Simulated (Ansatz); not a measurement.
# Ta: tetragonal deformation path

Theory: DFT LDA, scalar-relativistic, plane waves, PAW (Ansatz). Cutoff 420 eV, Γ-centred 22×22×22 k-points, Methfessel–Paxton smearing of 0.02 eV. Spin–orbit coupling is left out, which can shift energies with elements as heavy as these. No spin polarisation. Energies are free energies at this smearing, counted from the undisturbed cell; pressure is positive in compression.

The starting cell (as given, not relaxed at this level; it stands at -9.1 GPa):

```
Ta
1.0
    -1.65128    1.65128    1.65128
     1.65128   -1.65128    1.65128
     1.65128    1.65128   -1.65128
Ta
1
Direct
  0.00000 0.00000 0.00000
```

At fixed volume and fractional coordinates, lengths along (0.000, 0.000, 1.000) are scaled against those across it; ρ is that ratio over its starting value. The cell is metallic on the mesh throughout. At ρ = 1.414 the cell becomes cubic (Fm-3m), and there the slope of the energy vanishes by symmetry. At -9 GPa the given cell is far from its own equilibrium, so these figures belong to a strongly strained crystal.

| ρ | ΔE (meV/atom) | pressure (GPa) |
| --- | --- | --- |
| 0.650 | 519.7 | 4.6 |
| 0.707 | 373.0 | -0.9 |
| 0.780 | 194.7 | -3.8 |
| 0.850 | 76.6 | -6.7 |
| 0.920 | 24.3 | -8.7 |
| 0.960 | 6.0 | -8.9 |
| 1.000 | 0.0 | -9.1 |
| 1.050 | 8.9 | -8.9 |
| 1.100 | 35.3 | -8.3 |
| 1.200 | 122.1 | -6.4 |
| 1.300 | 219.9 | -4.3 |
| 1.414 | 269.1 | -3.0 |
| 1.500 | 247.5 | -3.7 |

Cost: 13 runs of about 0.75 core-minutes in all, on AMD EPYC 9R45 (Zen 5) (shared hosts).